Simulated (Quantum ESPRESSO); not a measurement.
## W3MoSe5S3 (finding a planted mistake in a log)

A calculation, not a measurement. The program is pw.x of Quantum ESPRESSO 7.5 (plane-wave density functional theory). The cell is made up: 12 atoms on a layered 2H lattice, with randomly drawn elements, strain and displacements, not relaxed. PseudoDojo standard norm-conserving files (v0.5 for PBE, v0.4.1 for LDA and PBEsol) set the functional; there is no spin polarisation, spin-orbit coupling or dispersion term, and the masses in the input are unused placeholders.

Intended input:

```
&control calculation='scf', pseudo_dir='./dojo.nc.sr.pbe.v0_5.standard.upf', outdir='./o', disk_io='low', tprnfor=.true., tstress=.true. /
&system ibrav=0, nat=12, ntyp=4, nbnd=83, ecutwfc=85.99341389, nosym=.true., tot_charge=0,
 occupations='smearing', smearing='fd', degauss=0.0018374661
/
&electrons conv_thr=7.350e-09, electron_maxstep=60, /
ATOMIC_SPECIES
Mo 1.0 Mo.upf
S 1.0 S.upf
Se 1.0 Se.upf
W 1.0 W.upf
CELL_PARAMETERS angstrom
3.2882 0.0362 0.0372
0.0627 5.6331 -0.0027
0.1486 -0.0062 13.321
ATOMIC_POSITIONS angstrom
W 0.0341 1.952 3.3937
W 1.7189 1.0247 10.0191
Mo 1.6976 4.6867 3.4045
W 0.1324 3.7603 9.975
Se 0.0571 1.8292 8.3431
Se 0.1445 1.8463 11.595
Se 1.6289 1.0178 1.7205
S 1.6675 0.8334 4.939
S 1.8044 4.599 8.2109
Se 1.8312 4.7995 11.7146
Se -0.013 3.8336 1.8114
S 0.1113 3.74 5.1032
K_POINTS automatic
7 4 2 1 1 1
```

The log is shortened where brackets say so; the opening notice, blank lines, dates and the lines on written files are dropped, and the path of the files is cut. It prints rydbergs, bohrs and kilobars, and counts compression as positive stress. Where no state is partly filled, the Fermi energy that it prints is only some level between the filled and the empty states on the mesh, and need not lie in the true gap.

Log of the intended run:

```
     Program PWSCF v.7.5
     Parallel version (MPI & OpenMP), running on       4 processor cores
     Number of MPI processes:                 4
     Threads/MPI process:                     1
     [start-up lines left out]
     bravais-lattice index     =            0
     lattice parameter (alat)  =       6.2146  a.u.
     unit-cell volume          =    1664.6806 (a.u.)^3
     number of atoms/cell      =           12
     number of atomic types    =            4
     number of electrons       =       154.00
     number of Kohn-Sham states=           83
     kinetic-energy cutoff     =      85.9934  Ry
     charge density cutoff     =     343.9737  Ry
     scf convergence threshold =      7.3E-09
     mixing beta               =       0.7000
     number of iterations used =            8  plain     mixing
     Exchange-correlation= PBE
                           (   1   4   3   4   0   0   0)
     [axes and pseudopotential details left out]
   Cartesian axes
     site n.     atom                  positions (alat units)
         1        W      tau(   1) = (   0.0103691   0.5935639   1.0319559  )
         2        W      tau(   2) = (   0.5226829   0.3115906   3.0466066  )
         3        Mo     tau(   3) = (   0.5162060   1.4251311   1.0352399  )
         4        W      tau(   4) = (   0.0402602   1.1434315   3.0331967  )
         5        Se     tau(   5) = (   0.0173630   0.5562229   2.5369688  )
         6        Se     tau(   6) = (   0.0439395   0.5614227   3.5258061  )
         7        Se     tau(   7) = (   0.4953157   0.3094925   0.5231694  )
         8        S      tau(   8) = (   0.5070532   0.2534202   1.5018505  )
         9        S      tau(   9) = (   0.5486817   1.3984633   2.4967694  )
        10        Se     tau(  10) = (   0.5568311   1.4594313   3.5621740  )
        11        Se     tau(  11) = (  -0.0039530   1.1657206   0.5508103  )
        12        S      tau(  12) = (   0.0338441   1.1372587   1.5517804  )
     number of k points=    28  Fermi-Dirac smearing, width (Ry)=  0.0018
                       cart. coord. in units 2pi/alat
        k(    1) = (   0.0699525   0.0722257   0.0609718), wk =   0.0714286
        k(    2) = (   0.0713500   0.0721510  -0.0624809), wk =   0.0714286
     [further k points left out]
     Dense  grid:   179371 G-vectors     FFT dimensions: (  40,  64, 150)
     Estimated max dynamical RAM per process >     562.19 MB
     Estimated total dynamical RAM >       2.07 GB
     Initial potential from superposition of free atoms
     starting charge     153.9966, renormalised to     154.0000
     Starting wfcs are   97 randomized atomic wfcs
     total cpu time spent up to now is        7.1 secs
     per-process dynamical memory:   408.0 Mb
     Self-consistent Calculation
     iteration #  1     ecut=    85.99 Ry     beta= 0.70
     Davidson diagonalization with overlap
     ethr =  1.00E-02,  avg # of iterations =  2.0
     Threshold (ethr) on eigenvalues was too large:
     Diagonalizing with lowered threshold
     Davidson diagonalization with overlap
     ethr =  4.80E-04,  avg # of iterations =  2.1
     total cpu time spent up to now is       39.9 secs
     total energy              =   -1874.11715794 Ry
     estimated scf accuracy    <       0.77144215 Ry
     iteration #  2     ecut=    85.99 Ry     beta= 0.70
     Davidson diagonalization with overlap
     ethr =  5.01E-04,  avg # of iterations =  9.2
     total cpu time spent up to now is       66.6 secs
     total energy              =   -1872.33935310 Ry
     estimated scf accuracy    <      23.67464694 Ry
     [iterations 3 to 19 left out]
     iteration # 20     ecut=    85.99 Ry     beta= 0.70
     Davidson diagonalization with overlap
     ethr =  1.02E-11,  avg # of iterations =  6.9
     total cpu time spent up to now is      412.2 secs
     total energy              =   -1874.53461148 Ry
     estimated scf accuracy    <       0.00000002 Ry
     iteration # 21     ecut=    85.99 Ry     beta= 0.70
     Davidson diagonalization with overlap
     ethr =  1.02E-11,  avg # of iterations =  2.3
     total cpu time spent up to now is      427.4 secs
     End of self-consistent calculation
     [lines on levels left out]
     the Fermi energy is    11.8863 ev
!    total energy              =   -1874.53461148 Ry
     estimated scf accuracy    <          5.2E-09 Ry
     smearing contrib. (-TS)   =      -0.00000000 Ry
     internal energy E=F+TS    =   -1874.53461148 Ry
     The total energy is F=E-TS. E is the sum of the following terms:
     one-electron contribution =   -1230.14909408 Ry
     hartree contribution      =     662.49046329 Ry
     xc contribution           =    -381.13318957 Ry
     ewald contribution        =    -925.74279112 Ry
     convergence has been achieved in  21 iterations
     Forces acting on atoms (cartesian axes, Ry/au):
     atom    1 type  4   force =    -0.01705916   -0.05467004    0.07936975
     atom    2 type  4   force =     0.03268695   -0.11457311   -0.07859948
     atom    3 type  1   force =    -0.02613562    0.02077515    0.10076998
     atom    4 type  4   force =     0.01569209    0.04313588   -0.06189954
     atom    5 type  3   force =     0.01794082    0.02236887   -0.04304058
     atom    6 type  3   force =    -0.04283322    0.05150718    0.08172276
     atom    7 type  3   force =     0.01975217   -0.00817300   -0.00101962
     atom    8 type  2   force =    -0.00152184    0.06584673   -0.01528651
     atom    9 type  2   force =    -0.00436665    0.03059827    0.11842729
     atom   10 type  3   force =    -0.01940878   -0.03314264   -0.01654686
     atom   11 type  3   force =     0.04315664   -0.02049667   -0.08986117
     atom   12 type  2   force =    -0.01790340   -0.00317663   -0.07403602
     Total force =     0.314532     Total SCF correction =     0.000339
     Computing stress (Cartesian axis) and pressure
          total   stress  (Ry/bohr**3)                   (kbar)     P=        8.20
   0.00004444  -0.00016819  -0.00029998            6.54      -24.74      -44.13
  -0.00016819   0.00009563   0.00008316          -24.74       14.07       12.23
  -0.00029998   0.00008316   0.00002716          -44.13       12.23        4.00
     init_run     :      6.75s CPU      7.07s WALL (       1 calls)
     electrons    :    412.57s CPU    420.29s WALL (       1 calls)
     forces       :      3.16s CPU      3.21s WALL (       1 calls)
     stress       :     10.61s CPU     10.86s WALL (       1 calls)
     [timing details left out]
     PWSCF        :   7m13.23s CPU   7m21.70s WALL
     JOB DONE.
```

A second run was made from an input with one planted mistake. Its log:

```
     Program PWSCF v.7.5
     Parallel version (MPI & OpenMP), running on       4 processor cores
     Number of MPI processes:                 4
     Threads/MPI process:                     1
     [start-up lines left out]
     bravais-lattice index     =            0
     lattice parameter (alat)  =       6.2146  a.u.
     unit-cell volume          =    1664.6806 (a.u.)^3
     number of atoms/cell      =           12
     number of atomic types    =            4
     number of electrons       =       154.00
     number of Kohn-Sham states=           83
     kinetic-energy cutoff     =      85.9934  Ry
     charge density cutoff     =     343.9737  Ry
     scf convergence threshold =      7.3E-09
     mixing beta               =       0.7000
     number of iterations used =            8  plain     mixing
     Exchange-correlation= PBE
                           (   1   4   3   4   0   0   0)
     [axes and pseudopotential details left out]
   Cartesian axes
     site n.     atom                  positions (alat units)
         1        W      tau(   1) = (   0.0103691   0.5935639   1.0319559  )
         2        W      tau(   2) = (   0.5226829   0.3115906   3.0466066  )
         3        Mo     tau(   3) = (   0.5162060   1.4251311   1.0352399  )
         4        W      tau(   4) = (   0.0402602   1.1434315   3.0331967  )
         5        Se     tau(   5) = (   0.0173630   0.5562229   2.5369688  )
         6        Se     tau(   6) = (   0.0439395   0.5614227   3.5258061  )
         7        Se     tau(   7) = (   0.4953157   0.3094925   0.5231694  )
         8        S      tau(   8) = (   0.5070532   0.2534202   1.5018505  )
         9        S      tau(   9) = (   0.5486817   1.3984633   2.4967694  )
        10        Se     tau(  10) = (   0.5568311   1.4594313   3.5621740  )
        11        Se     tau(  11) = (  -0.0039530   1.1657206   0.5508103  )
        12        S      tau(  12) = (   0.0338441   1.1372587   1.5517804  )
     number of k points=     4  Fermi-Dirac smearing, width (Ry)=  0.0018
                       cart. coord. in units 2pi/alat
        k(    1) = (   0.2477867   0.1432205   0.0590210), wk =   0.5000000
        k(    2) = (   0.2491842   0.1431458  -0.0644316), wk =   0.5000000
     [further k points left out]
     Dense  grid:   179371 G-vectors     FFT dimensions: (  40,  64, 150)
     Estimated max dynamical RAM per process >     363.45 MB
     Estimated total dynamical RAM >       1.29 GB
     Initial potential from superposition of free atoms
     starting charge     153.9966, renormalised to     154.0000
     Starting wfcs are   97 randomized atomic wfcs
     total cpu time spent up to now is        2.1 secs
     per-process dynamical memory:   203.3 Mb
     Self-consistent Calculation
     iteration #  1     ecut=    85.99 Ry     beta= 0.70
     Davidson diagonalization with overlap
     ethr =  1.00E-02,  avg # of iterations =  2.0
     Threshold (ethr) on eigenvalues was too large:
     Diagonalizing with lowered threshold
     Davidson diagonalization with overlap
     ethr =  4.65E-04,  avg # of iterations =  2.0
     total cpu time spent up to now is        6.6 secs
     total energy              =   -1874.24330021 Ry
     estimated scf accuracy    <       0.75359212 Ry
     iteration #  2     ecut=    85.99 Ry     beta= 0.70
     Davidson diagonalization with overlap
     ethr =  4.89E-04,  avg # of iterations =  9.2
     total cpu time spent up to now is       10.6 secs
     total energy              =   -1872.26505134 Ry
     estimated scf accuracy    <      26.88682844 Ry
     [iterations 3 to 18 left out]
     iteration # 19     ecut=    85.99 Ry     beta= 0.70
     Davidson diagonalization with overlap
     ethr =  2.75E-11,  avg # of iterations =  2.8
     total cpu time spent up to now is       55.4 secs
     total energy              =   -1874.64770668 Ry
     estimated scf accuracy    <       0.00000002 Ry
     iteration # 20     ecut=    85.99 Ry     beta= 0.70
     Davidson diagonalization with overlap
     ethr =  1.19E-11,  avg # of iterations =  2.5
     total cpu time spent up to now is       57.5 secs
     End of self-consistent calculation
     [lines on levels left out]
     the Fermi energy is    11.5580 ev
!    total energy              =   -1874.64770668 Ry
     estimated scf accuracy    <          2.1E-09 Ry
     smearing contrib. (-TS)   =      -0.00000000 Ry
     internal energy E=F+TS    =   -1874.64770668 Ry
     The total energy is F=E-TS. E is the sum of the following terms:
     one-electron contribution =   -1230.26605454 Ry
     hartree contribution      =     662.45943199 Ry
     xc contribution           =    -381.09829301 Ry
     ewald contribution        =    -925.74279112 Ry
     convergence has been achieved in  20 iterations
     Forces acting on atoms (cartesian axes, Ry/au):
     atom    1 type  4   force =    -0.01322316   -0.06753591    0.07994527
     atom    2 type  4   force =     0.02964881   -0.09419376   -0.08030216
     atom    3 type  1   force =    -0.02615722    0.00150472    0.09121672
     atom    4 type  4   force =     0.01088619    0.05376268   -0.06221885
     atom    5 type  3   force =     0.01855377    0.01405320   -0.03282446
     atom    6 type  3   force =    -0.03981134    0.04221075    0.07194897
     atom    7 type  3   force =     0.01752256   -0.00240903    0.00273562
     atom    8 type  2   force =    -0.00306183    0.07618424   -0.02149556
     atom    9 type  2   force =    -0.00291080    0.02599299    0.12491197
     atom   10 type  3   force =    -0.01660210   -0.04186031   -0.02136970
     atom   11 type  3   force =     0.04174652   -0.01171979   -0.07616217
     atom   12 type  2   force =    -0.01659141    0.00401023   -0.07638565
     Total force =     0.304222     Total SCF correction =     0.000262
     Computing stress (Cartesian axis) and pressure
          total   stress  (Ry/bohr**3)                   (kbar)     P=       -3.32
   0.00003970  -0.00016851  -0.00028742            5.84      -24.79      -42.28
  -0.00016851   0.00000657   0.00007937          -24.79        0.97       11.68
  -0.00028742   0.00007937  -0.00011405          -42.28       11.68      -16.78
     init_run     :      1.97s CPU      2.08s WALL (       1 calls)
     electrons    :     54.03s CPU     55.41s WALL (       1 calls)
     forces       :      0.65s CPU      0.72s WALL (       1 calls)
     stress       :      1.67s CPU      1.75s WALL (       1 calls)
     [timing details left out]
     PWSCF        :     58.37s CPU   1m 0.06s WALL
     JOB DONE.
```

Question: what was wrong in the second input?

Answer: the k-point mesh is too coarse. The input lines that differ, file-writing options aside:

```
- 7 4 2 1 1 1
+ 2 2 2 1 1 1
```

|  | intended run | run with the mistake |
| --- | --- | --- |
| free energy (eV) | -25504.343 | -25505.881 |
| smearing term -TS (eV) | 0.0000 | 0.0000 |
| pressure (GPa) | 0.82 | -0.33 |
| largest force component (eV/Å) | 3.045 | 3.212 |
| largest change of a force component (eV/Å) |  | 0.524 |
| iterations | 21 | 20 |

For scale, a rerun of the intended cell at a cutoff of 1467 eV and k mesh 9 x 6 x 4 moved values by no more than 0.003 eV in energy, 0.03 GPa in stress and 0.005 eV/Å in force.